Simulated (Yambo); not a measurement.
Consider the following.

```
CELL_PARAMETERS angstrom
      3.87086     0.00000     0.00000
      0.00000     3.87086     0.00000
      0.00000     0.00000     3.87086
ATOMIC_POSITIONS crystal
  O  0.00000 0.00000 0.50000
  O  0.50000 0.00000 0.00000
  O  0.00000 0.50000 0.00000
  W  0.00000 0.00000 0.00000
```

Workflow: PBEsol (pw.x of Quantum ESPRESSO, ONCV potentials, scalar-relativistic), then G0W0 in Yambo (4×4×4 Γ-centred k mesh, bands 2 to 130 and a 10 Ry block in the screening, 130 bands in G with the Bruneval-Gonze terminator, plasmon pole fitted at 27.2 eV).

**Question.** Give the PBEsol and G0W0 gaps between the band edges found on this mesh, and say where the edges lie.

**Answer.** Edges: R → Γ. PBEsol: 0.53 eV; G0W0: 1.28 eV. Convergence of the G0W0 settings was not tested. Without spin-orbit coupling, band edges of such heavy elements can be off by tenths of an eV. The cell is held in this high symmetry; tilts and polar distortions were not searched.

Geometry strained from the cell relaxed with PBEsol, atoms relaxed again.

The structure is a Materials Project entry; no match was found in the copy of COD used, and its stability was not checked.
